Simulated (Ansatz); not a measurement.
Relaxed-ion elastic tensor of CaO (rock salt, Fm-3m) in GPa (Voigt order), plane-wave PAW PBEsol (Ansatz code); density 3.44 g/cm³, 13.54 Å³ per atom.

|  | 1 | 2 | 3 | 4 | 5 | 6 |
|---|---|---|---|---|---|---|
| 1 | 228 | 59.2 | 59.2 | 0.0 | 0.0 | 0.0 |
| 2 | 59.2 | 228 | 59.2 | 0.0 | 0.0 | 0.0 |
| 3 | 59.2 | 59.2 | 228 | 0.0 | 0.0 | 0.0 |
| 4 | 0.0 | 0.0 | 0.0 | 77.5 | 0.0 | 0.0 |
| 5 | 0.0 | 0.0 | 0.0 | 0.0 | 77.5 | 0.0 |
| 6 | 0.0 | 0.0 | 0.0 | 0.0 | 0.0 | 77.5 |

**Question.** Is the crystal mechanically stable?

**Answer.** Yes: the smallest eigenvalue of C is 77.5 GPa.

**Question.** Work out the Voigt, Reuss and Hill averages.

**Answer.** K_V = 116, K_R = 116, K_H = 116; G_V = 80.3, G_R = 80.2, G_H = 80.2 GPa.

**Question.** Give Young's modulus, Poisson's ratio, Pugh's ratio and the universal anisotropy index.

**Answer.** E = 9KG/(3K + G) = 195 GPa; ν = 0.22; K/G = 1.44 (brittle by the Pugh limit of 1.75); A_U = 5G_V/G_R + K_V/K_R − 6 = 0.01.

**Question.** Estimate the sound speeds and the Debye temperature.

**Answer.** v_l = √((K + 4G/3)/ρ) = 8040 m/s, v_t = √(G/ρ) = 4830 m/s, mean 5340 m/s; Θ = (h/k)(3n/4πV)^(1/3) v_m = 667 K.

**Question.** Give the Zener ratio and Young's modulus along [100], [110] and [111].

**Answer.** A = 2C44/(C11 − C12) = 0.92; 1/E = S11 − 2(S11 − S12 − S44/2)Γ with Γ = 0, 1/4, 1/3 gives 204, 193, 190 GPa.

Symmetry was held in the PBEsol relaxation. The volume moved by -56 % from the start of the relaxation.

Potentials: the earlier of the program's two PAW sets. The files were generated under PBE; for other functionals the program regenerates the frozen cores, and for LDA and PBEsol the local potential too.
